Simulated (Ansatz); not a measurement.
**Ga₂GeTeSe: relaxation step by step**

A trial structure of Ga₂GeTeSe was built thus: random cell by space group and Wyckoff sites (Pmmm, No. 47). Its size is a rough estimate.

```xyz
5
Lattice="3.5562 0.0000 0.0000 0.0000 6.0522 0.0000 0.0000 0.0000 6.6914" Properties=species:S:1:pos:R:3 pbc="T T T"
Ga    0.0000    3.0261    1.9492
Ga    0.0000    3.0261    4.7422
Ge    1.7781    0.0000    0.0000
Te    0.0000    3.0261    0.0000
Se    1.7781    3.0261    0.0000
```

Computed with Ansatz, DFT PBE, scalar-relativistic, plane waves, PAW. Cutoff 420 eV, Gaussian smearing, Γ-centred meshes. Cell and atoms relax first on a coarse mesh and then on a finer one. In between, the cell is made exact in the group found at 0.06 Å. In metals the finer mesh still leaves noise of several meV/atom or more. The steps can't lower the symmetry of their start. No spin polarisation.

Steps on the 6×4×4 mesh (5 atoms, 28 steps). The free energy counts from the last step; some steps are skipped; the plane-wave basis is renewed at times, which shifts energy and pressure.

```tsv
step	ΔF (meV/atom)	V (Å³/atom)	P (GPa)	largest force component (eV/Å)
1	6754.5	28.80	86.80	20.631
2	4302.7	30.81	56.05	10.205
4	2086.8	34.46	27.90	2.713
5	1453.2	36.77	18.41	1.758
7	792.7	40.39	5.19	0.219
8	641.2	40.44	2.17	0.203
10	584.3	39.85	-0.33	0.130
11	583.8	39.61	0.03	0.062
12	583.7	39.59	-0.02	0.000
14	246.6	41.25	4.78	0.017
15	159.7	43.64	3.11	0.135
17	49.5	49.96	0.55	0.173
18	41.7	51.51	0.12	0.105
19	39.7	52.19	0.13	0.034
21	21.6	54.54	0.20	0.078
22	12.9	56.36	0.21	0.057
24	3.8	56.11	-0.34	0.009
25	22.6	53.72	1.04	0.013
27	0.3	53.80	0.05	0.012
28	0.0	53.80	0.06	0.012
```

The relaxed structure, after a last relaxation on the converged mesh:

```
Ga Ge Te Se
1.0
     5.03313    0.00000    0.00000
     0.00000    6.11238    0.00000
     0.00000    0.00000    9.07137
Ga Ge Te Se
2 1 1 1
Direct
  0.50000 0.00000 0.29713
  0.50000 0.00000 0.70287
  0.00000 0.50000 0.00000
  0.50000 0.00000 0.00000
  0.50000 0.50000 0.00000
```

The symmetry stays Pmmm (No. 47). The volume per atom grows by 93.8 %, from 28.8 to 55.8 Å³. The shortest distance goes from 1.78 Å (Te–Se) to 2.52 Å (Ge–Se). The energy falls by about 6.8 eV/atom (the start's value is from the coarse mesh). The end is written in a standard setting, so origin, axes and order of atoms can differ from the start's. Ga has 1 Te at 2.70 Å; Ge has 2 Se at 2.52 Å; around Te lie 2 Ga at 2.70 Å and 2 Se at 3.06 Å; around Se lie 2 Ge at 2.52 Å and 2 Te at 3.06 Å.

```yaml
Volume_per_atom: 55.8 Å³
Density: 2.5 g/cm³
Formation_energy: +0.64 eV/atom
Gap_on_the_8×6×4_mesh_of_the_5-atom_cell: 0 eV (a metal)
```

Energies over the elements count from the elements' standard structures at the same level, with no fitted energy shifts.

The last run used Gaussian smearing of 0.10 eV. No dispersion correction is applied, so the spacing and binding between layers, chains or molecules are poorly described. These runs have no spin–orbit coupling, which can matter for Te. The reference forms of Se and Te are held partly by dispersion forces, which this level lacks. Symmetry constrained the relaxation, so the result can be a saddle point. In all, the 3 runs took 20 min on 1 thread of Intel(R) Xeon(R) Processor @ 2.70GHz, on a shared host. Another cell of Ga2GeTeSe relaxed alike, in P4mm, lies 0.67 eV/atom lower, so this cell isn't the stable form at this level.
